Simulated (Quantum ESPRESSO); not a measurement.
# Mo4O2S6: finding a planted mistake in a log

Computed values, not a measurement. The program is pw.x of Quantum ESPRESSO 7.5 (plane-wave density functional theory). The cell is made up: 12 atoms on a layered 2H lattice, with randomly drawn elements, strain and displacements, not relaxed. PseudoDojo standard norm-conserving files (v0.5 for PBE, v0.4.1 for LDA and PBEsol) set the functional; there is no spin polarisation, spin-orbit coupling or dispersion term, and the masses in the input are unused placeholders.

Intended input:

```
&control calculation='scf', pseudo_dir='./dojo.nc.sr.pbe.v0_5.standard.upf', outdir='./o', disk_io='medium', tprnfor=.true., tstress=.true. /
&system ibrav=0, nat=12, ntyp=3, nbnd=58, ecutwfc=84.00895049, nosym=.true., tot_charge=0,
 occupations='smearing', smearing='fd', degauss=0.0018374661
/
&electrons conv_thr=7.350e-09, electron_maxstep=60, /
ATOMIC_SPECIES
Mo 1.0 Mo.upf
O 1.0 O.upf
S 1.0 S.upf
CELL_PARAMETERS angstrom
3.1862 -0.0097 -0.0159
-0.0168 5.438 -0.0071
-0.0629 -0.0163 12.8555
ATOMIC_POSITIONS angstrom
Mo -0.0458 1.8121 3.2074
Mo 1.5301 0.8819 9.5886
Mo 1.6066 4.5068 3.17
Mo -0.0892 3.6149 9.6126
O -0.0106 1.7883 8.0508
S -0.0783 1.8186 11.2709
S 1.5545 0.8991 1.5692
S 1.5264 0.9159 4.7812
S 1.5795 4.4819 8.0426
S 1.4983 4.56 11.2879
O -0.0704 3.6478 1.5597
S 0.0039 3.6475 4.7615
K_POINTS automatic
7 4 2 1 1 1
```

The log is shortened where brackets say so; the opening notice, blank lines, dates and the lines on written files are dropped, and the path of the files is cut. It prints rydbergs, bohrs and kilobars, and counts compression as positive stress. Where no state is partly filled, the Fermi energy that it prints is only some level between the filled and the empty states on the mesh, and need not lie in the true gap.

Log of the intended run:

```
     Program PWSCF v.7.5
     Parallel version (MPI & OpenMP), running on       1 processor cores
     Number of MPI processes:                 1
     Threads/MPI process:                     1
     [start-up lines left out]
     bravais-lattice index     =            0
     lattice parameter (alat)  =       6.0211  a.u.
     unit-cell volume          =    1503.0810 (a.u.)^3
     number of atoms/cell      =           12
     number of atomic types    =            3
     number of electrons       =       104.00
     number of Kohn-Sham states=           58
     kinetic-energy cutoff     =      84.0090  Ry
     charge density cutoff     =     336.0358  Ry
     scf convergence threshold =      7.3E-09
     mixing beta               =       0.7000
     number of iterations used =            8  plain     mixing
     Exchange-correlation= PBE
                           (   1   4   3   4   0   0   0)
     [axes and pseudopotential details left out]
   Cartesian axes
     site n.     atom                  positions (alat units)
         1        Mo     tau(   1) = (  -0.0143742   0.5687242   1.0066365  )
         2        Mo     tau(   2) = (   0.4802190   0.2767827   3.0093642  )
         3        Mo     tau(   3) = (   0.5042284   1.4144508   0.9948986  )
         4        Mo     tau(   4) = (  -0.0279953   1.1345296   3.0168965  )
         5        O      tau(   5) = (  -0.0033268   0.5612546   2.5267285  )
         6        S      tau(   6) = (  -0.0245743   0.5707642   3.5373509  )
         7        S      tau(   7) = (   0.4878769   0.2821809   0.4924905  )
         8        S      tau(   8) = (   0.4790578   0.2874535   1.5005707  )
         9        S      tau(   9) = (   0.4957231   1.4066359   2.5241550  )
        10        S      tau(  10) = (   0.4702387   1.4311475   3.5426863  )
        11        O      tau(  11) = (  -0.0220949   1.1448552   0.4895089  )
        12        S      tau(  12) = (   0.0012240   1.1447611   1.4943879  )
     number of k points=    28  Fermi-Dirac smearing, width (Ry)=  0.0018
                       cart. coord. in units 2pi/alat
        k(    1) = (   0.0719651   0.0735443   0.0624082), wk =   0.0714286
        k(    2) = (   0.0713462   0.0733806  -0.0615207), wk =   0.0714286
     [further k points left out]
     Dense  grid:   156369 G-vectors     FFT dimensions: (  36,  60, 144)
     Estimated max dynamical RAM per process >     249.05 MB
     Initial potential from superposition of free atoms
     starting charge     103.9941, renormalised to     104.0000
     Starting wfcs are   72 randomized atomic wfcs
     total cpu time spent up to now is       22.9 secs
     per-process dynamical memory:   150.3 Mb
     Self-consistent Calculation
     iteration #  1     ecut=    84.01 Ry     beta= 0.70
     Davidson diagonalization with overlap
     ethr =  1.00E-02,  avg # of iterations =  2.0
     total cpu time spent up to now is       78.2 secs
     total energy              =    -758.04057933 Ry
     estimated scf accuracy    <       4.27241176 Ry
     iteration #  2     ecut=    84.01 Ry     beta= 0.70
     Davidson diagonalization with overlap
     ethr =  4.11E-03,  avg # of iterations =  7.1
     total cpu time spent up to now is      173.9 secs
     total energy              =    -753.48623820 Ry
     estimated scf accuracy    <      76.56664886 Ry
     [iterations 3 to 19 left out]
     iteration # 20     ecut=    84.01 Ry     beta= 0.70
     Davidson diagonalization with overlap
     ethr =  5.03E-11,  avg # of iterations =  5.5
     total cpu time spent up to now is     1493.3 secs
     total energy              =    -760.80553985 Ry
     estimated scf accuracy    <       0.00000005 Ry
     iteration # 21     ecut=    84.01 Ry     beta= 0.70
     Davidson diagonalization with overlap
     ethr =  4.83E-11,  avg # of iterations =  2.3
     total cpu time spent up to now is     1566.4 secs
     End of self-consistent calculation
     [lines on levels left out]
     the Fermi energy is     9.0639 ev
!    total energy              =    -760.80553985 Ry
     estimated scf accuracy    <          4.3E-09 Ry
     smearing contrib. (-TS)   =      -0.00000000 Ry
     internal energy E=F+TS    =    -760.80553985 Ry
     The total energy is F=E-TS. E is the sum of the following terms:
     one-electron contribution =    -409.85527148 Ry
     hartree contribution      =     244.28648094 Ry
     xc contribution           =    -135.81313694 Ry
     ewald contribution        =    -459.42361237 Ry
     convergence has been achieved in  21 iterations
     Forces acting on atoms (cartesian axes, Ry/au):
     atom    1 type  1   force =     0.00208983    0.04463542   -0.08232885
     atom    2 type  1   force =    -0.00213351    0.06334384   -0.04367261
     atom    3 type  1   force =    -0.02228217   -0.02589460   -0.11212933
     atom    4 type  1   force =     0.03263114   -0.05104990    0.00557366
     atom    5 type  2   force =    -0.00710010   -0.00175634    0.17401222
     atom    6 type  3   force =     0.00316866   -0.01439113   -0.07221553
     atom    7 type  3   force =    -0.00177992    0.00053569    0.04791646
     atom    8 type  3   force =     0.01457288   -0.01792571   -0.01932192
     atom    9 type  3   force =    -0.02969199    0.00810960    0.00613085
     atom   10 type  3   force =     0.00316326   -0.00459754   -0.07091209
     atom   11 type  2   force =     0.00451165   -0.00414466    0.18696840
     atom   12 type  3   force =     0.00285027    0.00313532   -0.02002125
     Total force =     0.335517     Total SCF correction =     0.000274
     Computing stress (Cartesian axis) and pressure
          total   stress  (Ry/bohr**3)                   (kbar)     P=     -119.05
  -0.00068694   0.00003940   0.00012089         -101.05        5.80       17.78
   0.00003940  -0.00056811  -0.00007152            5.80      -83.57      -10.52
   0.00012089  -0.00007152  -0.00117274           17.78      -10.52     -172.52
     init_run     :     19.26s CPU     22.81s WALL (       1 calls)
     electrons    :   1496.16s CPU   1543.50s WALL (       1 calls)
     forces       :     16.11s CPU     16.26s WALL (       1 calls)
     stress       :     55.40s CPU     57.19s WALL (       1 calls)
     [timing details left out]
     PWSCF        :  26m27.19s CPU  27m20.32s WALL
     JOB DONE.
```

A second run was made from an input with one planted mistake. Its log:

```
     Program PWSCF v.7.5
     Parallel version (MPI & OpenMP), running on       4 processor cores
     Number of MPI processes:                 4
     Threads/MPI process:                     1
     [start-up lines left out]
     bravais-lattice index     =            0
     lattice parameter (alat)  =       5.9049  a.u.
     unit-cell volume          =    1417.7074 (a.u.)^3
     number of atoms/cell      =           12
     number of atomic types    =            3
     number of electrons       =       104.00
     number of Kohn-Sham states=           58
     kinetic-energy cutoff     =      84.0090  Ry
     charge density cutoff     =     336.0358  Ry
     scf convergence threshold =      7.3E-09
     mixing beta               =       0.7000
     number of iterations used =            8  plain     mixing
     Exchange-correlation= PBE
                           (   1   4   3   4   0   0   0)
     [axes and pseudopotential details left out]
   Cartesian axes
     site n.     atom                  positions (alat units)
         1        Mo     tau(   1) = (  -0.0143691   0.5687169   1.0066394  )
         2        Mo     tau(   2) = (   0.4802299   0.2767898   3.0093575  )
         3        Mo     tau(   3) = (   0.5042318   1.4144476   0.9948945  )
         4        Mo     tau(   4) = (  -0.0280022   1.1345215   3.0169101  )
         5        O      tau(   5) = (  -0.0033283   0.5612603   2.5267274  )
         6        S      tau(   6) = (  -0.0245779   0.5707650   3.5373672  )
         7        S      tau(   7) = (   0.4878785   0.2821663   0.4924869  )
         8        S      tau(   8) = (   0.4790458   0.2874467   1.5005664  )
         9        S      tau(   9) = (   0.4957191   1.4066390   2.5241672  )
        10        S      tau(  10) = (   0.4702451   1.4311529   3.5426796  )
        11        O      tau(  11) = (  -0.0220817   1.1448583   0.4895106  )
        12        S      tau(  12) = (   0.0012161   1.1447623   1.4943899  )
     number of k points=    28  Fermi-Dirac smearing, width (Ry)=  0.0018
                       cart. coord. in units 2pi/alat
        k(    1) = (   0.0719650   0.0735456   0.0624082), wk =   0.0714286
        k(    2) = (   0.0713458   0.0733810  -0.0615204), wk =   0.0714286
     [further k points left out]
     Dense  grid:   147459 G-vectors     FFT dimensions: (  36,  60, 144)
     Estimated max dynamical RAM per process >     350.60 MB
     Estimated total dynamical RAM >       1.26 GB
     Initial potential from superposition of free atoms
     starting charge     103.9941, renormalised to     104.0000
     Starting wfcs are   72 randomized atomic wfcs
     total cpu time spent up to now is        6.9 secs
     per-process dynamical memory:   259.3 Mb
     Self-consistent Calculation
     iteration #  1     ecut=    84.01 Ry     beta= 0.70
     Davidson diagonalization with overlap
     ethr =  1.00E-02,  avg # of iterations =  2.0
     total cpu time spent up to now is       18.4 secs
     total energy              =    -758.47784334 Ry
     estimated scf accuracy    <       3.74323600 Ry
     iteration #  2     ecut=    84.01 Ry     beta= 0.70
     Davidson diagonalization with overlap
     ethr =  3.60E-03,  avg # of iterations =  7.0
     total cpu time spent up to now is       39.9 secs
     total energy              =    -754.19419342 Ry
     estimated scf accuracy    <      65.39444056 Ry
     [iterations 3 to 22 left out]
     iteration # 23     ecut=    84.01 Ry     beta= 0.70
     Davidson diagonalization with overlap
     ethr =  1.83E-11,  avg # of iterations =  3.9
     total cpu time spent up to now is      302.6 secs
     total energy              =    -760.85648810 Ry
     estimated scf accuracy    <       0.00000002 Ry
     iteration # 24     ecut=    84.01 Ry     beta= 0.70
     Davidson diagonalization with overlap
     ethr =  1.79E-11,  avg # of iterations =  2.3
     total cpu time spent up to now is      312.8 secs
     End of self-consistent calculation
     [lines on levels left out]
     the Fermi energy is     9.9876 ev
!    total energy              =    -760.85648810 Ry
     estimated scf accuracy    <          1.1E-09 Ry
     smearing contrib. (-TS)   =      -0.00000000 Ry
     internal energy E=F+TS    =    -760.85648810 Ry
     The total energy is F=E-TS. E is the sum of the following terms:
     one-electron contribution =    -397.36554575 Ry
     hartree contribution      =     241.29801009 Ry
     xc contribution           =    -136.32496602 Ry
     ewald contribution        =    -468.46398641 Ry
     convergence has been achieved in  24 iterations
     Forces acting on atoms (cartesian axes, Ry/au):
     atom    1 type  1   force =     0.00231310    0.05396207   -0.09812169
     atom    2 type  1   force =    -0.00237298    0.07719089   -0.05576860
     atom    3 type  1   force =    -0.02585184   -0.03371794   -0.13389802
     atom    4 type  1   force =     0.03762922   -0.06120563    0.00492800
     atom    5 type  2   force =    -0.00881396   -0.00185314    0.16736690
     atom    6 type  3   force =     0.00434035   -0.01716410   -0.04245497
     atom    7 type  3   force =    -0.00309979    0.00139564    0.01469598
     atom    8 type  3   force =     0.01634225   -0.02066699    0.01780418
     atom    9 type  3   force =    -0.03466833    0.00841668   -0.03402436
     atom   10 type  3   force =     0.00392586   -0.00585148   -0.04157913
     atom   11 type  2   force =     0.00626525   -0.00508109    0.18263299
     atom   12 type  3   force =     0.00399086    0.00457509    0.01841873
     Total force =     0.340576     Total SCF correction =     0.000158
     Computing stress (Cartesian axis) and pressure
          total   stress  (Ry/bohr**3)                   (kbar)     P=      -52.99
  -0.00024238   0.00003517   0.00014729          -35.66        5.17       21.67
   0.00003517  -0.00010488  -0.00008594            5.17      -15.43      -12.64
   0.00014729  -0.00008594  -0.00073348           21.67      -12.64     -107.90
     init_run     :      6.41s CPU      6.65s WALL (       1 calls)
     electrons    :    301.98s CPU    305.99s WALL (       1 calls)
     forces       :      2.32s CPU      2.36s WALL (       1 calls)
     stress       :      7.28s CPU      7.51s WALL (       1 calls)
     [timing details left out]
     PWSCF        :   5m18.23s CPU   5m22.86s WALL
     JOB DONE.
```

Question: what was wrong in the second input?

Answer: the cell and the positions are scaled by a wrong factor. The input lines that differ, file-writing options aside:

```
- 3.1862 -0.0097 -0.0159
+ 3.1247 -0.0095 -0.0156
- -0.0168 5.438 -0.0071
+ -0.0165 5.333 -0.007
- -0.0629 -0.0163 12.8555
+ -0.0617 -0.016 12.6074
- Mo -0.0458 1.8121 3.2074
+ Mo -0.0449 1.7771 3.1455
- Mo 1.5301 0.8819 9.5886
+ Mo 1.5006 0.8649 9.4035
- Mo 1.6066 4.5068 3.17
+ Mo 1.5756 4.4198 3.1088
- Mo -0.0892 3.6149 9.6126
+ Mo -0.0875 3.5451 9.4271
- O -0.0106 1.7883 8.0508
+ O -0.0104 1.7538 7.8954
- S -0.0783 1.8186 11.2709
+ S -0.0768 1.7835 11.0534
- S 1.5545 0.8991 1.5692
+ S 1.5245 0.8817 1.5389
- S 1.5264 0.9159 4.7812
+ S 1.4969 0.8982 4.6889
- S 1.5795 4.4819 8.0426
+ S 1.549 4.3954 7.8874
- S 1.4983 4.56 11.2879
+ S 1.4694 4.472 11.07
- O -0.0704 3.6478 1.5597
+ O -0.069 3.5774 1.5296
- S 0.0039 3.6475 4.7615
+ S 0.0038 3.5771 4.6696
```

```
                                            intended run  run with the mistake
                          free energy (eV)    -10351.287            -10351.980
                    smearing term -TS (eV)        0.0000                0.0000
                            pressure (GPa)        -11.90                 -5.30
            largest force component (eV/Å)         4.807                 4.696
largest change of a force component (eV/Å)                               1.032
                                iterations            21                    24
```

For scale, a rerun of the intended cell at 1437 eV and a 9 x 6 x 4 mesh moved values by no more than 0.003 eV in energy, 0.02 GPa in stress and 0.002 eV/Å in force.